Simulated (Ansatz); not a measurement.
Question: Each is relaxed and computed with DFT-LDA in the program Ansatz with PAW potentials. Which alone has an imaginary phonon mode on a q-mesh?
A. SnO2, rutile
B. SiO2, Pn-3m (Si on 2a, O on 4b)
C. ZnO, wurtzite
D. BaTiO3, P4mm (Ba on 1b, Ti on 1a, O on 2c, O on 1a)

Answer: D, BaTiO3, P4mm (Ba on 1b, Ti on 1a, O on 2c, O on 1a). BaTiO3: gap 1.85 eV (indirect), lowest mode -99 cm⁻¹; SnO2: gap 1.18 eV (direct), lowest mode 0 cm⁻¹; SiO2: gap 5.08 eV (indirect), lowest mode 0 cm⁻¹; ZnO: gap 0.79 eV (direct), lowest mode 0 cm⁻¹. Not the usual ambient phase: SiO2, Pn-3m (Si on 2a, O on 4b). Unstable at this level: BaTiO3, P4mm (Ba on 1b, Ti on 1a, O on 2c, O on 1a). All cells were relaxed under the symmetry of their starts (and spin orders); stability against distortions was not tested throughout. Rows with no word on spin ran without spin polarisation. Spin–orbit coupling is left out wherever it is not named.

Potentials: the earlier of the program's two PAW sets.
